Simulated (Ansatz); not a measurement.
LiHg:
```
CELL_PARAMETERS angstrom
      3.25935     0.00000     0.00000
      0.00000     3.25935     0.00000
      0.00000     0.00000     3.25935
ATOMIC_POSITIONS crystal
  Li 0.00000 0.00000 0.00000
  Hg 0.50000 0.50000 0.50000
```

Relaxed with PBEsol. Special points in fractions of this cell's reciprocal vectors: Γ (0.000, 0.000, 0.000); X (0.000, 0.500, 0.000); M (0.500, 0.500, 0.000); R (0.500, 0.500, 0.500).

**Question.** List the band energies nearest the Fermi level at these points for PBEsol with spin–orbit coupling in the plane-wave PAW code Ansatz.

**Answer.** In eV from the Fermi level; about four levels below and three above (degenerate sets whole), none deeper than 8.9 eV; points with the same levels are listed once.

| k | below | above |
|---|---|---|
| Γ | -6.52 -6.52 -6.52 -6.52 -5.89 -5.89 | 4.42 4.42 5.58 5.58 5.58 5.58 |
| X | -4.39 -4.39 -2.56 -2.56 | 8.67 8.67 10.06 10.06 |
| M | -1.50 -1.50 -0.76 -0.76 | 5.63 5.63 10.39 10.39 |
| R | -5.84 -5.84 -5.84 -5.84 | 1.28 1.28 1.34 1.34 |

Space group Pm-3m (CsCl type). The workflow started from an entry of the Crystallography Open Database (COD). Whether it is the stable phase at ambient conditions was not checked. The cell was relaxed with PBEsol under the symmetry of its start; whether a distortion lowers the energy is not shown.

Potentials: the later of the program's two PAW sets.
